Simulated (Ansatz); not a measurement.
Relaxed-ion elastic tensor of Ag (bcc (W type), Im-3m) in GPa (Voigt order), PBEsol (plane waves, PAW; program Ansatz); density 10.68 g/cm³, 16.77 Å³ per atom.

```json
[
 {"": "1", "1": "108", "2": "119", "3": "119", "4": "0.0", "5": "0.0", "6": "0.0"},
 {"": "2", "1": "119", "2": "108", "3": "119", "4": "0.0", "5": "0.0", "6": "0.0"},
 {"": "3", "1": "119", "2": "119", "3": "108", "4": "0.0", "5": "0.0", "6": "0.0"},
 {"": "4", "1": "0.0", "2": "0.0", "3": "0.0", "4": "70.0", "5": "0.0", "6": "0.0"},
 {"": "5", "1": "0.0", "2": "0.0", "3": "0.0", "4": "0.0", "5": "70.0", "6": "0.0"},
 {"": "6", "1": "0.0", "2": "0.0", "3": "0.0", "4": "0.0", "5": "0.0", "6": "70.0"}
]
```

Q: Is the crystal mechanically stable?

A: No: the smallest eigenvalue of C is -11.5 GPa.

The first step of the workflow began from a Materials Project structure, measured or hypothetical; the Crystallography Open Database copy checked does not list it. It is not the phase usual at ambient conditions (space group No. 225). The PBEsol relaxation kept the symmetry of its start. At this level the phase is mechanically unstable. No spin polarisation was allowed. As this level gives no gap, shear constants depend on the k-mesh and smearing (Fermi–Dirac, 0.1 eV here).

Potentials: the later of the program's two PAW sets.
